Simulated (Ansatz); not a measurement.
Input for Ansatz (plane-wave DFT, PAW):

```yaml
crystal:
  lattice:
    - [0.0, 2.8296320322, 2.8296320322]
    - [2.8296320322, 0.0, 2.8296320322]
    - [2.8296320322, 2.8296320322, 0.0]
  atoms:
    - { symbol: Al, position: [0.5, 0.5, 0.5] }
    - { symbol: Ni, position: [0.25, 0.25, 0.25] }
    - { symbol: Ni, position: [0.0, 0.0, 0.0] }
    - { symbol: Ni, position: [0.75, 0.75, 0.75] }
basis:
  ecutwfc: 500
kpoints:
  mp_grid: { grid: [14, 14, 14] }
hamiltonian:
  xc: r2scan
scf:
  occupations: { method: gaussian, width: 0.1 }
output:
  forces: true
  stress: true
  eigenvalues: true
```

Launched with
```bash
ansatz run input.yaml --threads 1 --pin off --max-ram 2560MiB --backend cpu --events-out ev --progress --plain --runs-dir out
```

Level of theory: DFT r2SCAN, scalar-relativistic, plane waves, PAW (Ansatz 0.2.0).

From the run's log, abridged:

```
Pseudopotentials: kind: paw
Pseudopotential: Al, paw, valence charge 3, recommended cutoff 500 eV (meta_gga)
Pseudopotential: Ni, paw, valence charge 18, recommended cutoff 500 eV (meta_gga)
Functional definition: r2SCAN
Crystal: 4 atoms, lattice volume = 45.313 Å³
Basis set: ecut = 500 eV, 1139 PW (Γ), exchange–correlation on 120×120×120 points (64 copies of the dense FFT grid, shifted against one another)
Bands: 35, of which v1, the nominal top of the filled ones, is band 29 counted from 1 (28 counted from 0)
Symmetry: 48 space group operations
Space group: Fm-3m (ITA 225), of the structure as read, at distance tolerance 3.6e-5 Å
k-points: 104 of 2744
Initial density: superposition of atomic densities (neutral atoms: chi_scale 0, normalization atom), corrected by the library's trained network
Initial wavefunctions: pseudopotential atomic-orbital guess
Functional: x = r2scan, c = r2scan; τ floored in thin density (d = 2e-4 eV/Å³)
SCF iter   1: F=—  HF=-18077.509018 eV  |F-HF|=—  |Δ(HF+E_count)|=         —  Δρ=2.79e-2  dr2=2.69e-1  dr2_τ=1.25e-1  ethr=1.77e-3  ⟨swp⟩=5.6  Hψ=12735  notcnv=0
SCF iter   2: F=—  HF=-18077.724916 eV  |F-HF|=—  |Δ(HF+E_count)|=   2.16e-1  Δρ=5.47e-2  dr2=1.03e0  dr2_τ=6.15e-3  ethr=4.72e-4  ⟨swp⟩=3.1  Hψ=8004  notcnv=0  defer=140  recentre
SCF iter   3: F=—  HF=-18077.686476 eV  |F-HF|=—  |Δ(HF+E_count)|=   3.84e-2  Δρ=2.67e-2  dr2=2.57e-1  dr2_τ=1.92e-3  ethr=4.72e-4  ⟨swp⟩=3.0  Hψ=5679  notcnv=0  defer=140
SCF iter   4: F=—  HF=-18077.671982 eV  |F-HF|=—  |Δ(HF+E_count)|=   1.45e-2  Δρ=6.62e-3  dr2=1.75e-2  dr2_τ=2.20e-4  ethr=4.52e-4  ⟨swp⟩=2.0  Hψ=4949  notcnv=0  defer=138
SCF iter   5: F=—  HF=-18077.668012 eV  |F-HF|=—  |Δ(HF+E_count)|=   3.97e-3  Δρ=6.12e-3  dr2=1.14e-2  dr2_τ=8.19e-5  ethr=3.08e-5  ⟨swp⟩=2.0  Hψ=5301  notcnv=0  defer=138
SCF iter   6: F=—  HF=-18077.668115 eV  |F-HF|=—  |Δ(HF+E_count)|=   1.03e-4  Δρ=2.04e-3  dr2=1.16e-3  dr2_τ=8.14e-6  ethr=2.00e-5  ⟨swp⟩=1.1  Hψ=3514  notcnv=0  defer=138
SCF iter   7: F=—  HF=-18077.668154 eV  |F-HF|=—  |Δ(HF+E_count)|=   3.87e-5  Δρ=1.06e-3  dr2=3.98e-4  dr2_τ=1.42e-6  ethr=2.03e-6  ⟨swp⟩=2.0  Hψ=5630  notcnv=0  defer=138
SCF iter   8: F=—  HF=-18077.668130 eV  |F-HF|=—  |Δ(HF+E_count)|=   2.37e-5  Δρ=1.45e-4  dr2=7.81e-6  dr2_τ=1.92e-7  ethr=6.98e-7  ⟨swp⟩=1.2  Hψ=3581  notcnv=0  defer=138
SCF iter   9: F=—  HF=-18077.668127 eV  |F-HF|=—  |Δ(HF+E_count)|=   2.96e-6  Δρ=1.90e-4  dr2=1.24e-5  dr2_τ=4.92e-8  ethr=1.37e-8  ⟨swp⟩=2.2  Hψ=5968  notcnv=0  defer=138
SCF iter  10: F=—  HF=-18077.668126 eV  |F-HF|=—  |Δ(HF+E_count)|=   8.21e-7  Δρ=4.09e-5  dr2=4.93e-7  dr2_τ=4.02e-9  ethr=1.37e-8  ⟨swp⟩=1.0  Hψ=3528  notcnv=0  defer=138
SCF iter  11: F=—  HF=-18077.668126 eV  |F-HF|=—  |Δ(HF+E_count)|=   7.24e-8  Δρ=2.23e-5  dr2=1.47e-7  dr2_τ=1.40e-9  ethr=8.64e-10  ⟨swp⟩=2.2  Hψ=5304  notcnv=0  defer=138
SCF iter  12: F=-18077.668126 eV  HF=-18077.668126 eV  |F-HF|=8.95e-9  |Δ(HF+E_count)|=   1.56e-8  Δρ=5.40e-6  dr2=1.02e-8  dr2_τ=6.21e-11  ethr=1.75e-10  ⟨swp⟩=8.9  Hψ=15799  notcnv=0
SCF 1 converged in 12 iterations: F = -18077.668126 eV  dr2 = 1.02e-8
SCF converged after 12 iterations
Free energy (F): -18077.668126 eV
Harris-Foulkes:  -18077.668126 eV  (|F-HF|=8.95e-9)
Internal energy: -18077.654824 eV  (E = F + TS)
E sigma→0 (E₀):  -18077.661475 eV
Entropy (-TS):   -0.013303 eV (-3.326 meV/atom)
Fermi energy:    15.656691 eV
--- Per-component energies (eV) ---
  E_band       = -1006.095028
  E_kinetic    = 877.303159
  E_local      = -12018.803151  (includes V_loc(G=0)·N_el)
  E_nonlocal   = 1938.873520
  E_hartree    = 5127.562579
  E_xc         = -273.995440
  E_vxc        = -383.994887  (∫ρ·V_xc dr)
  E_paw        = -5414.811320  (= ΣΔE_a)
  E_vpaw       = -1702.355331  (= ΣTr[D̂ρ^β])
  E_aug_tail   = 0.000709  (compensation charges beyond the density's cutoff)
  E_vtau       = 27.762820  (kinetic-family band-sum trace: ∫τ·v_τ [+ j·A + Jᵃ·Aᵃ] dr)
  E_ewald      = -8312.824566
  E_core_change = -0.960314  (= ΣΔE_core)
  E_smearing   = -0.013303  (= −TS)
--- Forces (eV/Å), atoms counted from 1 ---
  atom   1  Al     0.00000000     0.00000000     0.00000000
  atom   2  Ni     0.00000000     0.00000000     0.00000000
  atom   3  Ni     0.00000000     0.00000000     0.00000000
  atom   4  Ni     0.00000000     0.00000000     0.00000000
--- Stress (GPa, compression-positive) ---
       -5.553087       0.000000       0.000000
        0.000000      -5.553087       0.000000
        0.000000       0.000000      -5.553087
  P = ⅓ Tr σ = -5.5531 GPa (-55.531 kbar)
--- Band table (eV; the first three rows and the last of 104) ---
  k-point 0: bands = ["-90.9491", "-90.9416", "-90.7009", "-49.8881", "-49.8881", "-49.8881", "-49.8755", "-49.8755", "-49.8755", "-49.6212", "-49.6212", "-49.6212", "5.1487", "12.0474", "12.0474", "12.1392", "12.1392", "12.1392", "13.3296", "13.3296", "13.3296", "14.7356", "14.7356", "14.7356", "15.0878", "15.0878", "15.1114", "15.1114", "21.1888", "21.1888", "21.1888", "21.6642", "21.6642", "21.6642", "23.3175"]
  k-point 1: bands = ["-90.9489", "-90.9417", "-90.7010", "-49.8895", "-49.8883", "-49.8883", "-49.8755", "-49.8755", "-49.8740", "-49.6215", "-49.6210", "-49.6210", "5.2267", "11.9960", "11.9960", "12.0971", "12.2315", "12.2315", "13.3185", "13.3208", "13.3208", "14.6655", "14.6890", "14.6890", "15.0802", "15.0802", "15.1315", "15.1315", "20.1362", "20.8909", "20.8909", "21.9924", "21.9924", "22.0529", "23.6370"]
  k-point 2: bands = ["-90.9485", "-90.9419", "-90.7011", "-49.8917", "-49.8888", "-49.8888", "-49.8756", "-49.8756", "-49.8712", "-49.6222", "-49.6205", "-49.6205", "5.4592", "11.9558", "11.9558", "11.9663", "12.3892", "12.3892", "13.2564", "13.2970", "13.2970", "14.4945", "14.5720", "14.5720", "15.0613", "15.0613", "15.1687", "15.1687", "18.8077", "20.5211", "20.5211", "22.0135", "22.2839", "22.2840", "24.0002"]
  k-point 103: bands = ["-90.9447", "-90.9443", "-90.7026", "-49.9113", "-49.8921", "-49.8919", "-49.8812", "-49.8606", "-49.8600", "-49.6249", "-49.6206", "-49.6139", "9.4608", "10.3846", "10.8427", "11.3300", "12.8611", "13.1071", "13.2494", "13.2675", "13.5758", "13.6871", "14.1843", "14.2447", "14.9464", "15.0314", "15.0952", "15.1168", "15.5362", "15.6258", "15.6585", "22.6316", "22.7834", "24.2800", "24.3244"]
```

The run converged.

It took 41 s on 1 thread of Intel(R) Xeon(R) Processor @ 2.50GHz (Skylake/Cascade Lake), with other jobs on the host, peak memory 0.57 GiB.